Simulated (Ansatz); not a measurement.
GdCd (Pm-3m): free moments

Theory: DFT, PBEsol, all-electron LAPW, scalar-relativistic in Ansatz 0.2.0.

Command: `ansatz run input.yaml --threads 1 --pin off --max-ram 3072MiB --backend cpu --events-out ev --progress --plain --runs-dir out`

```yaml
crystal:
  lattice:
    - [3.75958674, 0.0, 0.0]
    - [0.0, 3.75958674, 0.0]
    - [0.0, 0.0, 3.75958674]
  atoms:
    - { symbol: Gd, position: [0.5, 0.5, 0.5], spin: -7.0 }
    - { symbol: Cd, position: [0.0, 0.0, 0.0] }
magnetization:
  spin_polarized: true
kpoints:
  mp_grid: { grid: [8, 8, 8] }
scf:
  occupations: { method: fermi_dirac, width: 0.05 }
hamiltonian:
  xc: pbesol
  pseudopotentials: { kind: all_electron, lapw: { basis_error: 0.0005 } }
output:
  forces: true
  stress: true
  eigenvalues: false
  populations: true
```

Log:

```
settings of this run that can trade accuracy for cost: output.eigenvalues: false. Do not mix this run's numbers with those of runs without the same settings; the input reference describes each key
Gd: projections on atomic orbitals take those of the free atom 1s2 2s2 2p6 3s2 3p6 3d10 4s2 4p6 4d10 4f7 5s2 5p6 5d1 6s2, of charge +0.00 (hamiltonian.pseudopotentials.projection_atoms)
Cd: projections on atomic orbitals take those of the free atom 1s2 2s2 2p6 3s2 3p6 3d10 4s2 4p6 4d10 5s2, of charge +0.00 (hamiltonian.pseudopotentials.projection_atoms)
LAPW: plane waves up to 7.313 Å⁻¹, error target 5.0e-4 eV per atom; small_component_spin mean_spin; Cd in spheres of 1.598 Å, 20 of its electrons in bands, Dirac shells []; Gd in spheres of 1.658 Å, 34 of its electrons in bands, Dirac shells [] (how accurate: hamiltonian.pseudopotentials.lapw.basis_error, Limitations)
Engine: ansatz 0.2.0
Pseudopotentials: kind: all_electron
Pseudopotential: Gd, LAPW, valence charge 34, lapw/all_electron/scalar/gaussian/Gd, Koelling and Harmon's equation, gaussian nucleus
Pseudopotential: Cd, LAPW, valence charge 20, lapw/all_electron/scalar/gaussian/Cd, Koelling and Harmon's equation, gaussian nucleus
Functional definition: PBEsol
  exchange = pbesol_x
  correlation = pbesol_c
Crystal: 2 atoms, lattice volume = 53.140 Å³
Basis set: ecut = 203.7459433972573 eV, 365 PW (Γ), exchange–correlation at level 2
Bands: 37, of which v1, the nominal top of the filled ones, is band 27 counted from 1 (26 counted from 0)
Symmetry: 48 space group operations
Space group: Pm-3m (ITA 221), of the structure as read, at distance tolerance 3.8e-5 Å
Magnetic group: BNS 221.92 (UNI 1594), of the structure as read, at distance tolerance 3.8e-5 Å
k-points: 35 of 512
Non-local potential: Gd, projectors of the file, none
Non-local potential: Cd, projectors of the file, none
Initial density: superposition of atomic densities (chi_scale 0.1, normalization cell)
Starting moments: Σ|m| = 7 μB on 1 of 2 sites
Initial wavefunctions: plane waves of lowest kinetic energy (no species holds an atomic orbital)
Functional: x = pbesol(κ = 0.804, μ = 0.12345679012345678), c = pbesol(β = 0.046)
iter 1 solved again at ethr=1.39e-4 eV; its pass at ethr=1.00e-1 eV (dr2=7.52e-2 eV) is discarded
SCF iter   1: F=—  HF=-458754.914937 eV  |F-HF|=—  |Δ(HF+E_count)|=         —  Δρ=8.12e-3 (↑7.28e-3 ↓8.12e-3)  dr2=7.53e-2  dr2_m=1.43e-2  M=-7.451 μB ∫|m|=7.454 μB  β_m=0.30  ethr=1.39e-4  ⟨swp⟩=2.9  Hψ=16517  notcnv=0
Mixer restart at iter 1: flushing history
preconditioner: auto → Kerker (q_TF=auto, 2.736 Å⁻¹)  [metal: Δε(μ)=0.040 eV  Ē_g=11.704 eV  σ=0.050 eV  W_gap=0.20  n_scr=18 (ndim 8)  ℏωp=27.0 eV  f_vac=0.000  D(μ)=2.23/eV (n_scr^D=18)]
spin=Collinear: Kerker preconditioning applied to the charge; magnetization (m = ρ↑ − ρ↓) channel mixes plain (no charge-response kernel on spin).
SCF iter   2: F=—  HF=-458754.697581 eV  |F-HF|=—  |Δ(HF+E_count)|=   2.17e-1  Δρ=5.55e-3 (↑5.55e-3 ↓4.78e-3)  dr2=2.56e-2  dr2_m=7.13e-3  M=-7.463 μB ∫|m|=7.466 μB  β_m=0.36  ethr=1.39e-4  ⟨swp⟩=2.1  Hψ=8077  notcnv=0
SCF iter   3: F=—  HF=-458754.740207 eV  |F-HF|=—  |Δ(HF+E_count)|=   4.26e-2  Δρ=3.45e-3 (↑3.45e-3 ↓2.97e-3)  dr2=1.28e-2  dr2_m=2.43e-3  M=-7.477 μB ∫|m|=7.482 μB  β_m=0.49  ethr=4.74e-5  ⟨swp⟩=2.4  Hψ=7797  notcnv=0
SCF iter   4: F=—  HF=-458754.799009 eV  |F-HF|=—  |Δ(HF+E_count)|=         —  Δρ=1.33e-3 (↑1.32e-3 ↓1.33e-3)  dr2=4.18e-3  dr2_m=1.62e-4  M=-7.490 μB ∫|m|=7.496 μB  β_m=0.49  ethr=2.37e-5  ⟨swp⟩=2.5  Hψ=7789  notcnv=0
the basis was enlarged: its passes take 106.8 KiB over the memory plan, 2 of 2 planned eigensolver slots
SCF iter   5: F=—  HF=-458754.805466 eV  |F-HF|=—  |Δ(HF+E_count)|=   6.46e-3  Δρ=1.04e-3 (↑1.00e-3 ↓1.04e-3)  dr2=2.54e-3  dr2_m=8.42e-5  M=-7.488 μB ∫|m|=7.494 μB  β_m=0.65  ethr=7.73e-6  ⟨swp⟩=2.3  Hψ=7449  notcnv=0
iter 6 solved again at ethr=3.05e-7 eV; its pass at ethr=4.70e-6 eV (dr2=1.65e-4 eV) is discarded
SCF iter   6: F=—  HF=-458754.825640 eV  |F-HF|=—  |Δ(HF+E_count)|=   2.02e-2  Δρ=2.62e-4 (↑2.37e-4 ↓2.62e-4)  dr2=1.65e-4  dr2_m=2.39e-6  M=-7.472 μB ∫|m|=7.480 μB  β_m=0.73  ethr=3.05e-7  ⟨swp⟩=2.2  Hψ=12646  notcnv=0
SCF iter   7: F=—  HF=-458754.827148 eV  |F-HF|=—  |Δ(HF+E_count)|=   1.51e-3  Δρ=1.25e-4 (↑1.25e-4 ↓1.23e-4)  dr2=5.35e-6  dr2_m=6.17e-6  M=-7.460 μB ∫|m|=7.467 μB  β_m=0.87  ethr=3.05e-7  ⟨swp⟩=2.6  Hψ=7544  notcnv=0
SCF iter   8: F=—  HF=-458754.827476 eV  |F-HF|=—  |Δ(HF+E_count)|=   3.29e-4  Δρ=6.58e-5 (↑4.14e-5 ↓6.58e-5)  dr2=6.06e-6  dr2_m=6.92e-7  M=-7.447 μB ∫|m|=7.454 μB  β_m=0.93  ethr=9.90e-9  ⟨swp⟩=3.1  Hψ=7982  notcnv=0
SCF iter   9: F=—  HF=-458754.827487 eV  |F-HF|=—  |Δ(HF+E_count)|=   1.02e-5  Δρ=2.49e-5 (↑2.49e-5 ↓2.07e-5)  dr2=2.23e-6  dr2_m=2.92e-9  M=-7.443 μB ∫|m|=7.450 μB  β_m=0.91  ethr=9.90e-9  ⟨swp⟩=3.1  Hψ=7660  notcnv=0
SCF iter  10: F=—  HF=-458754.827485 eV  |F-HF|=—  |Δ(HF+E_count)|=   1.13e-6  Δρ=1.01e-5 (↑1.01e-5 ↓9.91e-6)  dr2=2.74e-7  dr2_m=8.41e-9  M=-7.443 μB ∫|m|=7.451 μB  β_m=0.95  ethr=4.13e-9  ⟨swp⟩=2.2  Hψ=7492  notcnv=0
SCF iter  11: F=—  HF=-458754.827486 eV  |F-HF|=—  |Δ(HF+E_count)|=   5.21e-7  Δρ=7.75e-6 (↑7.75e-6 ↓7.07e-6)  dr2=2.69e-7  dr2_m=1.15e-10  M=-7.443 μB ∫|m|=7.450 μB  β_m=0.89  ethr=5.08e-10  ⟨swp⟩=2.0  Hψ=7477  notcnv=0
SCF iter  12: F=—  HF=-458754.827486 eV  |F-HF|=—  |Δ(HF+E_count)|=   9.44e-8  Δρ=3.45e-6 (↑3.45e-6 ↓2.77e-6)  dr2=4.38e-8  dr2_m=3.14e-10  M=-7.443 μB ∫|m|=7.450 μB  β_m=0.94  ethr=4.98e-10  ⟨swp⟩=2.0  Hψ=7477  notcnv=0
SCF iter  13: F=-458754.827486 eV  HF=-458754.827486 eV  |F-HF|=5.41e-9  |Δ(HF+E_count)|=   6.34e-9  Δρ=8.53e-7 (↑8.28e-7 ↓8.53e-7)  dr2=3.59e-9  dr2_m=5.69e-12  M=-7.443 μB ∫|m|=7.450 μB  ethr=8.10e-11  ⟨swp⟩=2.0  Hψ=7478  notcnv=0
SCF 1 converged in 13 iterations: F = -458754.827486 eV  dr2 = 3.59e-9
SCF converged after 13 iterations
Magnetization: -7.4428 μB (23.2786 up, 30.7214 down)
Absolute magnetization: 7.4504 μB (∫|ρ↑−ρ↓|)
Spin contamination: 0.0193 ħ² per cell (⟨S²⟩ above its minimum at these occupations)
Per-site moments (μB) at R_I (Å): [(-7.218681739933821, 1.6580797974463501), (-0.044951249901984625, 1.5978177786081162)]
Free energy (F): -458754.827486 eV
Harris-Foulkes:  -458754.827486 eV  (|F-HF|=5.41e-9)
Internal energy: -458754.806900 eV  (E = F + TS)
E sigma→0 (E₀):  -458754.817193 eV
Entropy (-TS):   -0.020586 eV (-10.293 meV/atom)
Fermi energy:    15.038589 eV
--- Per-component energies (eV) ---
  E_band       = -3132.825468
  E_kinetic    = 492621.720798
  E_xc         = -10837.752286
  E_electrostatic = -940538.775412  (all electrons and nuclei)
  E_smearing   = -0.020586  (= −TS)
  E_closure    = 0.000000  (closes the sum)
  E_atoms      = -458738.478941  (free atoms, spherical and without spin; not in F)
  Σ components = -458754.827486   (vs F -458754.827486, Δ=0.00e0)
  Basis errors (estimates in eV, not in F): energy 1.5e-4 per atom: plane waves 1.1e-4 (5.7e-5 summed), levels above the bands 2.6e-43, relativity 1.1e-7, radial functions 3.9e-5, core shells 3.6e-8; eigenvalues (radial functions only) 1.2e-6; not estimated: angular momenta, meshes, grids; target (lapw.basis_error) 5.0e-4; muffin-tin radii Cd 1.598 Å, Gd 1.658 Å
--- Forces (eV/Å), atoms counted from 1 ---
  atom   1  Gd    -0.00000000     0.00000000    -0.00000000
  atom   2  Cd    -0.00000000     0.00000000     0.00000000
  max |Σ_I F_I| component: 9.73e-30 eV/Å
--- Stress (GPa, compression-positive) ---
       -1.876535       0.000000       0.000000
        0.000000      -1.876535       0.000000
        0.000000       0.000000      -1.876535
  P = ⅓ Tr σ = -1.8765 GPa (-18.765 kbar)
--- Löwdin populations: 2 sites ---
  site symbol       q [e]    m [muB]
     0     Gd     64.5559    -7.4206
     1     Cd     47.0376     0.0235
  spilling = 0.003629 (of n_electrons = 112.000000)
settings of this run that can trade accuracy for cost: output.eigenvalues: false. Do not mix this run's numbers with those of runs without the same settings; the input reference describes each key
```

populations.tsv:

```
# site	symbol	l	j	q_up	q_dn
# orbitals = lowdin
# n_electrons = 112.000000
# spilling = 0.003629
# projection_atom_Gd: 1s2 2s2 2p6 3s2 3p6 3d10 4s2 4p6 4d10 4f7 5s2 5p6 5d1 6s2
# projection_atom_Cd: 1s2 2s2 2p6 3s2 3p6 3d10 4s2 4p6 4d10 5s2
0	Gd	0_1S	-	1.000000	1.000000
0	Gd	0_2S	-	0.999995	0.999995
0	Gd	0_3S	-	0.999929	0.999931
0	Gd	0_4S	-	0.999241	0.999247
0	Gd	0_5S	-	0.988918	0.987110
0	Gd	0_6S	-	0.459326	0.471659
0	Gd	1_2P	-	3.000000	3.000000
0	Gd	1_3P	-	2.999999	2.999997
0	Gd	1_4P	-	2.999950	2.999961
0	Gd	1_5P	-	2.986996	2.994422
0	Gd	2_3D	-	4.999999	4.999997
0	Gd	2_4D	-	4.999940	4.999981
0	Gd	2_5D	-	0.995238	1.540931
0	Gd	3_4F	-	0.138153	6.995030
1	Cd	0_1S	-	0.999999	0.999999
1	Cd	0_2S	-	0.999954	0.999956
1	Cd	0_3S	-	0.999283	0.999312
1	Cd	0_4S	-	0.989800	0.990215
1	Cd	0_5S	-	0.584080	0.554664
1	Cd	1_2P	-	3.000000	3.000000
1	Cd	1_3P	-	2.999981	2.999985
1	Cd	1_4P	-	2.997817	2.998318
1	Cd	2_3D	-	4.999998	4.999998
1	Cd	2_4D	-	4.959642	4.964592
```

Site moments (μB): Gd1 -7.22, Cd2 -0.04. Cell moment -7.44 μB.

The magnetic group in the log treats spin as a scalar label, without spin–orbit coupling.

Without U a semilocal functional puts the f levels too near the Fermi level, which can change moments and the order of magnetic states; site and cell moments are spin moments. Spin–orbit coupling is left out although heavy atoms are present. With open f shells a run can end in a state that isn't the lowest. None of this fixes the real material's magnetic order: only patterns that fit the cell were computed, at zero temperature, with a functional that can overstate moments.

It took 14 s on 1 thread of AMD EPYC 9R45 96-Core Processor (Zen 5), on a shared host, peak memory 0.52 GiB.
